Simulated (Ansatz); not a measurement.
Y₅Ge₃:
```yaml
crystal:
  lattice:
    - [8.49705, 0.00000, 0.00000]
    - [-4.24853, 7.35867, 0.00000]
    - [0.00000, 0.00000, 6.44041]
  atoms:
    - { symbol: Y, position: [0.00000, 0.75710, 0.75000] }
    - { symbol: Y, position: [0.00000, 0.24290, 0.25000] }
    - { symbol: Y, position: [0.24290, 0.00000, 0.25000] }
    - { symbol: Y, position: [0.75710, 0.00000, 0.75000] }
    - { symbol: Y, position: [0.24290, 0.24290, 0.75000] }
    - { symbol: Y, position: [0.75710, 0.75710, 0.25000] }
    - { symbol: Y, position: [0.33333, 0.66667, 0.50000] }
    - { symbol: Y, position: [0.66667, 0.33333, 0.50000] }
    - { symbol: Y, position: [0.66667, 0.33333, 0.00000] }
    - { symbol: Y, position: [0.33333, 0.66667, 0.00000] }
    - { symbol: Ge, position: [0.39301, 0.00000, 0.75000] }
    - { symbol: Ge, position: [0.60699, 0.00000, 0.25000] }
    - { symbol: Ge, position: [0.39301, 0.39301, 0.25000] }
    - { symbol: Ge, position: [0.60699, 0.60699, 0.75000] }
    - { symbol: Ge, position: [0.00000, 0.39301, 0.75000] }
    - { symbol: Ge, position: [0.00000, 0.60699, 0.25000] }
```

Relaxed with r²SCAN. Special points in fractions of this cell's reciprocal vectors: Γ (0.000, 0.000, 0.000); M (0.500, 0.000, 0.000); K (0.333, 0.333, 0.000); A (0.000, 0.000, 0.500); L (0.500, 0.000, 0.500); H (0.333, 0.333, 0.500).

Problem. List the band energies nearest the Fermi level at these points for DFT-r²SCAN in the program Ansatz with PAW potentials.

Solution. In eV from the Fermi level; about four levels below and three above (degenerate sets whole), none deeper than 8.9 eV; points with the same levels are listed once.

| k | below | above |
|---|---|---|
| Γ | -0.34 -0.25 -0.25 -0.17 | 0.43 0.43 0.67 |
| M | -0.88 -0.83 -0.38 -0.33 | 0.32 0.43 0.45 |
| K | -0.58 -0.30 -0.30 -0.30 | 0.47 0.64 0.64 0.65 |
| A | 0.00 0.00 0.00 0.00 | 1.20 1.20 1.26 1.26 |
| L | -1.17 -1.17 -0.42 -0.42 | 0.28 0.28 0.49 0.49 |
| H | -1.16 -1.16 -0.37 -0.37 | 0.31 0.31 0.31 0.31 |

Space group P6_3/mcm. The workflow started from a Materials Project entry (that database holds measured and hypothetical structures alike); the Crystallography Open Database copy checked does not list it. Its standing as an ambient phase is unchecked. The cell was relaxed with r²SCAN under the symmetry of its start; whether a distortion lowers the energy is not shown. No spin polarisation was allowed. Scalar-relativistic: spin–orbit coupling is off unless named, which matters more the heavier the elements.

Potentials: the later of the program's two PAW sets.
